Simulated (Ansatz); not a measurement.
BaNbNO$_{2}$:
```yaml
crystal:
  lattice:
    - [4.11686, 0.00000, 0.00000]
    - [0.00000, 4.11686, 0.00000]
    - [0.00000, 0.00000, 4.09856]
  atoms:
    - { symbol: Ba, position: [0.00000, 0.00000, 0.00000] }
    - { symbol: Nb, position: [0.50000, 0.50000, 0.50000] }
    - { symbol: N, position: [0.50000, 0.50000, 0.00000] }
    - { symbol: O, position: [0.00000, 0.50000, 0.50000] }
    - { symbol: O, position: [0.50000, 0.00000, 0.50000] }
```

Relaxed with r²SCAN. Special points in fractions of this cell's reciprocal vectors: Γ (0.000, 0.000, 0.000); X (0.000, 0.500, 0.000); M (0.500, 0.500, 0.000); Z (0.000, 0.000, 0.500); R (0.000, 0.500, 0.500); A (0.500, 0.500, 0.500).

List the band energies nearest the valence-band maximum at these points for r²SCAN in the plane-wave PAW code Ansatz.

In eV from the valence-band maximum; about four levels below and three above (degenerate sets whole), none deeper than 8.9 eV; points with the same levels are listed once.

```tsv
k	below	above
Γ	-2.83 -2.83 -0.41 -0.41 0.00	0.23 0.38 0.38
X	-3.77 -1.78 -1.20 -0.20	0.57 2.62 2.76
M	-2.24 -0.52 -0.50 -0.50	2.80 2.80 3.50
Z	-2.88 -2.88 -2.44 -2.44	0.42 3.81 4.13 4.13
R	-3.29 -3.05 -2.90 -0.61	2.66 4.07 4.09
A	-4.23 -4.23 -2.19 -0.45 -0.45	3.77 4.71 4.71
```

Space group P4/mmm. The first step of the workflow began from a Materials Project structure, measured or hypothetical; the Crystallography Open Database copy checked does not list it. With N and O taken as one species the cell has the higher symmetry Pm-3m, so it may be an ordered model of a mixed-site phase. Whether it is the stable phase at ambient conditions was not checked. The cell was relaxed with r²SCAN under the symmetry of its start. At this level the phase is dynamically unstable (imaginary phonons). No spin polarisation was allowed. Spin–orbit coupling is left out wherever it is not named.

Potentials: the later of the program's two PAW sets.
